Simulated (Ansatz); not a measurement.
ScIr$_{2}$, in the lowest of the structures calculated here: Fd-3m, origin choice 1 (No. 227), cF24, cubic Laves (MgCu2 type); a = 7.3241 Å, b = 7.3241 Å, c = 7.3241 Å, α = 90.00°, β = 90.00°, γ = 90.00°; Sc 8b (0.500, 0.500, 0.500); Ir 16c (0.125, 0.125, 0.125). These are PBEsol (plane waves to 420 eV, PAW, scalar-relativistic; Ansatz, a program for electronic structure) values and carry that method's errors. Element references, the lowest calculated here: Ir (Fm-3m), Sc (P6₃/mmc).

Total energies (eV/atom, σ → 0; comparable only within this code, potentials and settings):

```tsv
phase	E (eV/atom)
ScIr2 (Fd-3m)	-8570.538
Ir (Fm-3m)	-11799.034
Sc (P6₃/mmc)	-2111.369
ScIr3 (Pm-3m)	-9377.712
ScIr (Pm-3m)	-6956.212
```

Q: What is the formation energy of this Fd-3m form of ScIr2 from the elements?

A: E_f = -8570.538 − [1 × (-2111.369) + 2 × (-11799.034)] / 3 = -0.73 eV/atom (-2.2 eV per formula unit).

Q: Is it stable against the other phases calculated?

A: Too close to call: ScIr2 → 0.5 ScIr + 0.5 ScIr3 (ScIr3 Pm-3m, ScIr Pm-3m) changes the energy by less than 0.02 eV/atom.

Hull of the energies calculated here, no anion corrections, zero temperature, no zero-point energy; an uncalculated phase could lie lower. Values are rounded to 0.01 eV/atom. Spin-orbit coupling is missing from these energies, which matters for elements this heavy. The compounds carry no spin polarisation.
